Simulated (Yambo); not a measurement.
CuI (space group Cmcm, No. 63), G0W0@PBEsol in Yambo with this input:

```
rim_cut
gw0
dyson
el_el_corr
HF_and_locXC
ppa
em1d
RandQpts= 1000000
RandGvec= 1 Ry
EXXRLvcs= 92 Ry
VXCRLvcs= 368 Ry
Chimod= "HARTREE"
% BndsRnXp
 9 | 224 |
%
NGsBlkXp= 8 Ry
% LongDrXp
 1.0 | 1.0 | 1.0 |
%
PPAPntXp= 27.2114 eV
% GbndRnge
 1 | 224 |
%
GTermKind= "BG"
DysSolver= "n"
ExtendOut
```

On a 2×2×4 mesh, with wavefunctions cut at 92 Ry, the gap (Γ → Γ) is 1.472 eV and the valence edge shifts by -0.419 eV.

**Question.** What happens with this change: no terminator?

**Answer.** The gap falls by 0.076 eV, to 1.396 eV; the shift of the valence edge becomes -0.275 eV. Neither run is shown to be the converged limit.

Spin-orbit coupling is not included.

Geometry relaxed with PBE+D3(BJ); primitive cell a = b = 4.811 Å, c = 4.366 Å, α = β = 90.00°, γ = 93.18°.

This is not the ordinary phase of the substance; no match was found in the copy of COD used, and its stability was not checked.

A shift is the quasiparticle energy of the state minus its PBEsol energy.
